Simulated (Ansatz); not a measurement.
Y:
Space group P6₃/mmc (No. 194); a = b = 3.6059 Å, c = 5.5919 Å, α = β = 90.00°, γ = 120.00°

| atom | site | symmetry | x | y | z |
|---|---|---|---|---|---|
| Y | 2d | -6m2 | 0.6667 | 0.3333 | 0.2500 |

Relaxed at zero pressure with plane-wave PAW PBE+D3(BJ) (Ansatz code).

Task: The volume is lowered by 9 % and shape and atoms relax at that volume. What pressure results, and how do the axes share the change?

Result: 4.5 GPa; a -3.2 %, b -3.2 %, c -2.8 %; the energy rises by 38 meV/atom.

Task: Give the new structure.

Result: 
Space group P6₃/mmc (No. 194); a = 3.4896 Å, b = 3.4896 Å, c = 5.4336 Å, α = 90.00°, β = 90.00°, γ = 120.00°

```
atom  site  symmetry       x       y       z
----  ----  --------  ------  ------  ------
Y       2d      -6m2  0.6667  0.3333  0.2500
```

The phase is kept; no other phase was compared at this pressure.

Space group P6_3/mmc (hcp (Mg type)). The cell was relaxed with PBE+D3(BJ) under the symmetry of its start. The run is not spin-polarised. The pairwise dispersion correction was not fitted to metals. Axis ratios of metals converge slowly with the k-mesh, so a and c are less sure than the volume.

Potentials: the later of the program's two PAW sets.
